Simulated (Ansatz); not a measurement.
ScCu₂Si₂:
```yaml
crystal:
  lattice:
    - [-1.90107, 1.90107, 5.01043]
    - [1.90107, -1.90107, 5.01043]
    - [1.90107, 1.90107, -5.01043]
  atoms:
    - { symbol: Sc, position: [0.00000, 0.00000, 0.00000] }
    - { symbol: Si, position: [0.61356, 0.61356, 0.00000] }
    - { symbol: Si, position: [0.38644, 0.38644, 0.00000] }
    - { symbol: Cu, position: [0.25000, 0.75000, 0.50000] }
    - { symbol: Cu, position: [0.75000, 0.25000, 0.50000] }
```

Relaxed with r²SCAN. Special points in fractions of this cell's reciprocal vectors: Γ (0.000, 0.000, 0.000); X (0.000, 0.000, 0.500); P (0.250, 0.250, 0.250); N (0.000, 0.500, 0.000); M (0.500, 0.500, -0.500); S (0.286, 0.714, -0.286); S0 (-0.286, 0.286, 0.286); R (-0.072, 0.072, 0.500); G (0.500, 0.500, -0.072).

List the band energies nearest the Fermi level at these points for r²SCAN in the plane-wave PAW code Ansatz.

In eV from the Fermi level; about four levels below and three above (degenerate sets whole), none deeper than 8.9 eV; points with the same levels are listed once.

```tsv
k	below	above
Γ	-2.87 -1.65 -1.65 -0.76	0.58 0.58 1.72
X	-3.49 -2.41 -2.40 -2.14	2.30 2.43 2.58
P	-3.10 -3.10 -2.17 -2.17	1.28 2.91 2.97
N	-3.81 -3.10 -1.35 -0.17	0.12 1.52 2.11
M	-1.93 -1.93 -1.39 -0.42	1.40 1.40 1.68
S	-3.82 -1.78 -1.57 -1.40	0.91 1.59 2.32
R	-3.06 -2.41 -2.19 -1.82	1.98 2.27 2.38
```

Space group I4/mmm. The first step of the workflow began from a Materials Project structure, measured or hypothetical; the Crystallography Open Database copy checked does not list it. Its standing as an ambient phase is unchecked. Symmetry was held in the r²SCAN relaxation; its stability against distortions is not shown here. The run is not spin-polarised.

Potentials: the later of the program's two PAW sets.
